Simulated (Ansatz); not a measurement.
TiSi₂ (C54 type, space group Fddd)

```yaml
crystal:
  lattice:
    - [0.00000, 4.13243, 4.28241]
    - [2.40310, 0.00000, 4.28241]
    - [2.40310, 4.13243, 0.00000]
  atoms:
    - { symbol: Si, position: [0.66301, 0.33699, 0.66301] }
    - { symbol: Si, position: [0.33699, 0.66301, 0.33699] }
    - { symbol: Si, position: [0.58699, 0.91301, 0.58699] }
    - { symbol: Si, position: [0.91301, 0.58699, 0.91301] }
    - { symbol: Ti, position: [0.00000, 0.00000, 0.00000] }
    - { symbol: Ti, position: [0.25000, 0.25000, 0.25000] }
```

This relaxed cell (volume V₀) is scaled evenly in all directions, its shape held. The atoms relax within the cell's symmetry.

The numbers are results of PBE (plane waves to 420 eV, PAW, scalar-relativistic; Ansatz, a first-principles code), not measurements. k mesh 13×13×13 (Γ-centred), Fermi-Dirac smearing 0.05 eV. Compression counts positive. The PAW data are Ansatz's earlier set. TiSi2 is run without spin polarisation. TiSi2 was relaxed with its symmetry unable to fall.

At one point of the scan the stress tensor (GPa) is:

```
   23.6      0.0      0.0
    0.0     20.6      0.0
    0.0      0.0     28.1
```

Question: Which point is it?
A) V/V₀ = 0.880
B) V/V₀ = 0.960
C) V/V₀ = 0.840
D) V/V₀ = 0.920

Answer: A, V/V₀ = 0.880

(A scan under strain: stresses follow from slopes of the energy per volume, elastic moduli from its curvatures.)
